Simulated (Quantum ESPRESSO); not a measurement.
TaTiNbO6F2, input and log of a self-consistent run

Simulated, not a measurement. The program is pw.x of Quantum ESPRESSO 7.5 (plane-wave density functional theory). The cell is made up: 11 atoms on a rutile lattice with one site empty, with randomly drawn elements, strain and displacements, not relaxed. PseudoDojo standard norm-conserving files (v0.5 for PBE, v0.4.1 for LDA and PBEsol) set the functional; there is no spin polarisation, spin-orbit coupling or dispersion term, and the masses in the input are unused placeholders.

Input:

```
&control calculation='scf', pseudo_dir='./dojo.nc.sr.pbe.v0_5.standard.upf', outdir='./o', disk_io='medium', tprnfor=.true., tstress=.true. /
&system ibrav=0, nat=11, ntyp=5, nbnd=50, ecutwfc=84.00895049, nosym=.true., tot_charge=0,
 occupations='smearing', smearing='fd', degauss=0.0018374661
/
&electrons conv_thr=7.350e-09, electron_maxstep=60, /
ATOMIC_SPECIES
F 1.0 F.upf
Nb 1.0 Nb.upf
O 1.0 O.upf
Ta 1.0 Ta.upf
Ti 1.0 Ti.upf
CELL_PARAMETERS angstrom
4.6814 0.0403 -0.0069
0.0403 4.5644 0.016
-0.0088 0.0205 5.7935
ATOMIC_POSITIONS angstrom
Ta 2.2671 2.2974 1.4744
Ti 0.0473 -0.0472 2.895
Nb 2.3035 2.354 4.3029
O 1.4991 1.3044 -0.0068
O 3.3579 3.2509 0.0285
F 3.7958 0.9386 1.4391
O 0.8394 3.6105 1.476
O 1.4668 1.3747 2.9553
O 3.278 3.127 2.9798
F 3.7945 0.9341 4.341
O 0.9273 3.7195 4.4019
K_POINTS automatic
5 5 4 1 1 1
```

The log is shortened where brackets say so; the opening notice, blank lines, dates and the lines on written files are dropped, and the path of the files is cut. It prints rydbergs, bohrs and kilobars, and counts compression as positive stress. With no partly filled state, the Fermi energy that it prints is only some level between the filled and the empty states on the mesh, and need not lie in the true gap.

```
     Program PWSCF v.7.5
     Parallel version (MPI & OpenMP), running on       1 processor cores
     Number of MPI processes:                 1
     Threads/MPI process:                     1
     [start-up lines left out]
     bravais-lattice index     =            0
     lattice parameter (alat)  =       8.8469  a.u.
     unit-cell volume          =     835.3292 (a.u.)^3
     number of atoms/cell      =           11
     number of atomic types    =            5
     number of electrons       =        88.00
     number of Kohn-Sham states=           50
     kinetic-energy cutoff     =      84.0090  Ry
     charge density cutoff     =     336.0358  Ry
     scf convergence threshold =      7.3E-09
     mixing beta               =       0.7000
     number of iterations used =            8  plain     mixing
     Exchange-correlation= PBE
                           (   1   4   3   4   0   0   0)
     [axes and pseudopotential details left out]
   Cartesian axes
     site n.     atom                  positions (alat units)
         1        Ta     tau(   1) = (   0.4842597   0.4907319   0.3149365  )
         2        Ti     tau(   2) = (   0.0101034  -0.0100821   0.6183812  )
         3        Nb     tau(   3) = (   0.4920349   0.5028219   0.9191131  )
         4        O      tau(   4) = (   0.3202125   0.2786240  -0.0014525  )
         5        O      tau(   5) = (   0.7172581   0.6944025   0.0060877  )
         6        F      tau(   6) = (   0.8107949   0.2004879   0.3073963  )
         7        O      tau(   7) = (   0.1792985   0.7712142   0.3152783  )
         8        O      tau(   8) = (   0.3133131   0.2936403   0.6312614  )
         9        O      tau(   9) = (   0.7001912   0.6679371   0.6364947  )
        10        F      tau(  10) = (   0.8105172   0.1995267   0.9272513  )
        11        O      tau(  11) = (   0.1980742   0.7944970   0.9402598  )
     number of k points=    50  Fermi-Dirac smearing, width (Ry)=  0.0018
                       cart. coord. in units 2pi/alat
        k(    1) = (   0.0992800   0.1013373   0.1008015), wk =   0.0400000
        k(    2) = (   0.0995839   0.1006265   0.3028231), wk =   0.0400000
     [further k points left out]
     Dense  grid:    86859 G-vectors     FFT dimensions: (  54,  54,  64)
     Estimated max dynamical RAM per process >     147.72 MB
     Initial potential from superposition of free atoms
     starting charge      87.9951, renormalised to      88.0000
     Starting wfcs are   62 randomized atomic wfcs
     total cpu time spent up to now is       21.3 secs
     per-process dynamical memory:    80.5 Mb
     Self-consistent Calculation
     iteration #  1     ecut=    84.01 Ry     beta= 0.70
     Davidson diagonalization with overlap
     ethr =  1.00E-02,  avg # of iterations =  2.0
     total cpu time spent up to now is       65.3 secs
     total energy              =    -668.59963610 Ry
     estimated scf accuracy    <       5.09731966 Ry
     iteration #  2     ecut=    84.01 Ry     beta= 0.70
     Davidson diagonalization with overlap
     ethr =  5.79E-03,  avg # of iterations =  6.1
     total cpu time spent up to now is      135.1 secs
     total energy              =    -662.59120844 Ry
     estimated scf accuracy    <      63.60242457 Ry
     iteration #  3     ecut=    84.01 Ry     beta= 0.70
     Davidson diagonalization with overlap
     ethr =  5.79E-03,  avg # of iterations =  6.0
     total cpu time spent up to now is      202.1 secs
     total energy              =    -671.03013149 Ry
     estimated scf accuracy    <       3.94174152 Ry
     iteration #  4     ecut=    84.01 Ry     beta= 0.70
     Davidson diagonalization with overlap
     ethr =  4.48E-03,  avg # of iterations =  2.0
     total cpu time spent up to now is      237.7 secs
     total energy              =    -671.41970525 Ry
     estimated scf accuracy    <       0.86206127 Ry
     iteration #  5     ecut=    84.01 Ry     beta= 0.70
     Davidson diagonalization with overlap
     ethr =  9.80E-04,  avg # of iterations =  1.1
     total cpu time spent up to now is      272.9 secs
     total energy              =    -671.33853960 Ry
     estimated scf accuracy    <       0.59845460 Ry
     [iterations 6 to 19 left out]
     iteration # 20     ecut=    84.01 Ry     beta= 0.70
     Davidson diagonalization with overlap
     ethr =  5.02E-09,  avg # of iterations =  3.2
     total cpu time spent up to now is      877.4 secs
     total energy              =    -671.37618727 Ry
     estimated scf accuracy    <       0.00000213 Ry
     iteration # 21     ecut=    84.01 Ry     beta= 0.70
     Davidson diagonalization with overlap
     ethr =  2.42E-09,  avg # of iterations =  2.0
     total cpu time spent up to now is      913.2 secs
     total energy              =    -671.37618715 Ry
     estimated scf accuracy    <       0.00000078 Ry
     iteration # 22     ecut=    84.01 Ry     beta= 0.70
     Davidson diagonalization with overlap
     ethr =  8.86E-10,  avg # of iterations =  4.6
     total cpu time spent up to now is      953.8 secs
     total energy              =    -671.37618736 Ry
     estimated scf accuracy    <       0.00000003 Ry
     iteration # 23     ecut=    84.01 Ry     beta= 0.70
     Davidson diagonalization with overlap
     ethr =  3.61E-11,  avg # of iterations =  4.9
     total cpu time spent up to now is      998.4 secs
     total energy              =    -671.37618736 Ry
     estimated scf accuracy    <       0.00000004 Ry
     iteration # 24     ecut=    84.01 Ry     beta= 0.70
     Davidson diagonalization with overlap
     ethr =  3.61E-11,  avg # of iterations =  2.2
     total cpu time spent up to now is     1035.4 secs
     End of self-consistent calculation
          k = 0.0993 0.1013 0.1008 ( 10867 PWs)   bands (ev):
   -59.2936 -48.6950 -46.3891 -26.1266 -25.9265 -25.8498 -25.0116 -24.9967
   -24.9727 -22.9114 -22.6862 -22.5793 -14.4901 -14.0291 -10.1170  -9.7746
    -8.0148  -7.6514  -7.3547  -6.8262   1.9123   2.1739   2.5643   2.6621
     3.1424   3.1669   3.3246   3.8589   4.0984   4.2785   4.3690   5.3478
     5.6700   5.7919   6.0912   6.3867   6.5393   6.8608   7.0496   7.3123
     7.5845   7.7246   8.0153   8.3881  10.7130  10.9947  11.1591  11.2658
    12.1287  12.3846
     [levels at the other k points left out]
     the Fermi energy is     9.5403 ev
!    total energy              =    -671.37618737 Ry
     estimated scf accuracy    <          2.6E-09 Ry
     smearing contrib. (-TS)   =       0.00000000 Ry
     internal energy E=F+TS    =    -671.37618737 Ry
     The total energy is F=E-TS. E is the sum of the following terms:
     one-electron contribution =    -225.75954409 Ry
     hartree contribution      =     158.89368610 Ry
     xc contribution           =    -145.50405774 Ry
     ewald contribution        =    -459.00627164 Ry
     convergence has been achieved in  24 iterations
     Forces acting on atoms (cartesian axes, Ry/au):
     atom    1 type  4   force =    -0.01156320    0.08461779   -0.32612217
     atom    2 type  5   force =     0.06161598   -0.08849771    0.02921112
     atom    3 type  2   force =    -0.04903252    0.08161113    0.39019252
     atom    4 type  3   force =     0.03626133    0.03639488    0.03824361
     atom    5 type  3   force =    -0.09814140   -0.08307823    0.02046308
     atom    6 type  1   force =    -0.00943911    0.00712463    0.03185833
     atom    7 type  3   force =     0.03446685   -0.00787782    0.07227677
     atom    8 type  3   force =    -0.07715317   -0.10830396   -0.04040491
     atom    9 type  3   force =     0.11123652    0.09551306   -0.09474725
     atom   10 type  1   force =    -0.00634850    0.00189169   -0.02810204
     atom   11 type  3   force =     0.00809721   -0.01939544   -0.09286907
     Total force =     0.613040     Total SCF correction =     0.000127
     Computing stress (Cartesian axis) and pressure
          total   stress  (Ry/bohr**3)                   (kbar)     P=      143.12
   0.00076068   0.00014673  -0.00013232          111.90       21.58      -19.47
   0.00014673   0.00087790  -0.00016657           21.58      129.14      -24.50
  -0.00013232  -0.00016657   0.00128010          -19.47      -24.50      188.31
     init_run     :     19.68s CPU     21.06s WALL (       1 calls)
     electrons    :    984.03s CPU   1014.07s WALL (       1 calls)
     forces       :      8.79s CPU      8.85s WALL (       1 calls)
     stress       :     26.12s CPU     26.31s WALL (       1 calls)
     [timing details left out]
     PWSCF        :  17m19.02s CPU  17m51.57s WALL
     JOB DONE.
```

In other units: free energy -9134.538 eV for the cell, pressure 14.31 GPa, largest force component 10.032 eV/Å. A rerun of this cell at a cutoff of 1467 eV and k mesh 7 x 7 x 6 moved values by no more than 0.004 eV in energy, 0.04 GPa in stress and 0.003 eV/Å in force.